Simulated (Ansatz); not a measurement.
Consider the following.

SiC:
Space group P6₃mc (No. 186); a = b = 3.0563 Å, c = 5.0161 Å, α = β = 90.00°, γ = 120.00°

| atom | site | symmetry | x | y | z |
|---|---|---|---|---|---|
| Si | 2b | 3m. | 0.3333 | 0.6667 | 0.4996 |
| C | 2b | 3m. | 0.6667 | 0.3333 | 0.3754 |

This is the LDA-relaxed structure.

Q: All from LDA (plane waves, PAW; program Ansatz), unless another level is named. Predict the band gap.

A: 2.13 eV (indirect).

Q: And the electron effective mass?

A: 0.26, 0.43, 0.43 mₑ (principal values).

Q: What about the conduction-band minimum?

A: at K (2 equivalent valleys).

Space group P6_3mc (wurtzite). The LDA relaxation kept the symmetry of its start.

Potentials: the earlier of the program's two PAW sets. The files were generated under PBE; for other functionals the program regenerates the frozen cores, and for LDA and PBEsol the local potential too.
